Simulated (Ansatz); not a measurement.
Si in space group P6_3/mmc (No. 194; Si on 4f, Si on 4e), plane-wave PAW r²SCAN (Ansatz code). The conduction-band minimum lies on the Γ–M line, 91 % of the way from Γ, with 6 equivalent valleys. Second derivatives d²E/dk² of the lowest band at one valley (eV·Å²), along Cartesian directions:

```json
[
 {"direction": "[100]", "d²E/dk²": "63.99"},
 {"direction": "[010]", "d²E/dk²": "6.507"},
 {"direction": "[001]", "d²E/dk²": "5.078"},
 {"direction": "[110]", "d²E/dk²": "35.31"},
 {"direction": "[101]", "d²E/dk²": "34.57"},
 {"direction": "[011]", "d²E/dk²": "5.755"}
]
```

### Question
Find the principal effective masses, the density-of-states mass and the conductivity mass.

### Answer
Off-diagonal terms follow from H_xy = H[110] − (H_xx + H_yy)/2, and m*/mₑ = 7.620 eV·Å² over each eigenvalue: 0.12, 1.2, 1.5. One valley's DOS mass (m₁m₂m₃)^(1/3) = 0.59, conductivity mass 3/(Σ 1/mᵢ) = 0.30 mₑ.

### Question
What effective density of states Nc follows at 300 K for parabolic valleys?

### Answer
Nc = 2.509e19 × 6 × (0.59)^(3/2) ≈ 6.8e19 cm⁻³.

The start of the workflow was typed in or built on a structure type; the Crystallography Open Database copy checked does not list it. It is not the phase usual at ambient conditions (space group No. 227). The r²SCAN relaxation kept the symmetry of its start; its stability against distortions is not shown here.

Potentials: the later of the program's two PAW sets.

Edges and masses are those of Kohn–Sham bands, whose gap is no quasiparticle gap.
